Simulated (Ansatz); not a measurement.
## BaHg (Pm-3m): LDA against PBEsol

```yaml
crystal:
  lattice:
    - [4.02351, 0.00000, 0.00000]
    - [0.00000, 4.02351, 0.00000]
    - [0.00000, 0.00000, 4.02351]
  atoms:
    - { symbol: Ba, position: [0.00000, 0.00000, 0.00000] }
    - { symbol: Hg, position: [0.50000, 0.50000, 0.50000] }
```

This cell (32.57 Å³ an atom) was relaxed by PAW under LDA, and each functional gets its own cell relaxed so. Quantity: elastic moduli (Hill averages, relaxed ions; θ_D from sound speeds over directions). The structure is a database entry and needn't be the stable phase.

Runs: (1) LDA, all-electron LAPW in Ansatz 0.2.0, scalar-relativistic; k mesh 10×10×10, strains of ±0.008, Fermi-Dirac smearing of 0.050 eV, basis error target 1 meV/atom. (2) PBEsol, all-electron LAPW in Ansatz 0.2.0, scalar-relativistic; k mesh 10×10×10, strains of ±0.005, Fermi-Dirac smearing of 0.100 eV, basis error target 1 meV/atom.

Under LDA: B = 33.0 GPa, G = 18.7 GPa, C11 = 53.9 GPa, C44 = 21.1 GPa, ν = 0.261, θ_D = 153 K.

Question: Which way does PBEsol move the volume, and by how much?

Answer: a = 4.091 Å, 34.24 Å³ an atom: 5.1 % larger.

Question: What does PBEsol give for these quantities?

Answer: 

```json
{"quantity": "B", "LDA": "33.0 GPa", "PBEsol": "28.2 GPa", "change": "-14 %"}
{"quantity": "G", "LDA": "18.7 GPa", "PBEsol": "16.9 GPa", "change": "-10 %"}
{"quantity": "C11", "LDA": "53.9 GPa", "PBEsol": "47.6 GPa", "change": "-12 %"}
{"quantity": "C44", "LDA": "21.1 GPa", "PBEsol": "18.7 GPa", "change": "-11 %"}
{"quantity": "ν", "LDA": "0.261", "PBEsol": "0.250", "change": "-4 %"}
{"quantity": "θ_D", "LDA": "153 K", "PBEsol": "146 K", "change": "-4 %"}
```

Limits of these numbers: responses of metals move with mesh and smearing; no spin-orbit coupling on heavy atoms.
